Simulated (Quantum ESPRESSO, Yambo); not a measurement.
## Quasiparticle gap of LuCuS$_{2}$ at +1 % biaxial strain

Space group P3m1 (No. 156); a = b = 3.8353 Å, c = 5.9446 Å, α = β = 90.00°, γ = 120.00°

```csv
atom,site,symmetry,x,y,z
S,1a,3m.,0.0000,0.0000,0.7723
S,1b,3m.,0.3333,0.6667,0.2744
Cu,1a,3m.,0.0000,0.0000,0.3911
Lu,1c,3m.,0.6667,0.3333,0.0052
```

The PBEsol cell relaxed from Materials Project entry mp-1001780 was given a biaxial strain of +1 % along x and y, z relaxed, and the atoms were relaxed again.

Starting point: PBEsol (pw.x of Quantum ESPRESSO, ONCV potentials, without SOC). G0W0 in Yambo: 6×6×2 Γ-centred k mesh, bands 6 to 124 and a 7 Ry block in the screening, 124 bands in G with the Bruneval-Gonze terminator, plasmon pole fitted at 27.2 eV.

```yaml
PBEsol gap along the band path: 1.27 eV
PBEsol gap between the mesh's edge points (Γ → L): 1.27 eV
G0W0 gap between the same points: 1.91 eV
PBEsol smallest direct gap on the mesh (at Γ): 1.67 eV
G0W0 direct gap at that point: 2.45 eV
```

| k point | band | E PBEsol (eV) | E QP (eV) | shift (eV) | Z |
|---|---|---|---|---|---|
| Γ | VB | 0.00 | -0.38 | -0.38 | 0.76 |
| Γ | CB | 1.67 | 2.07 | 0.40 | 0.81 |
| A | VB | -0.51 | -0.89 | -0.38 | 0.76 |
| A | CB | 1.81 | 2.17 | 0.36 | 0.80 |
| L | VB | -0.74 | -1.18 | -0.44 | 0.76 |
| L | CB | 1.27 | 1.53 | 0.26 | 0.80 |

Energies count from the PBEsol valence-band maximum.

Convergence of the G0W0 settings was not tested.

The 3d shell has no Hubbard U; the runs are without spin polarisation, and magnetic order was not tried. The 4f states are in the valence at their DFT position.

The structure is a Materials Project entry; no match was found in the copy of COD used, and its stability was not checked.
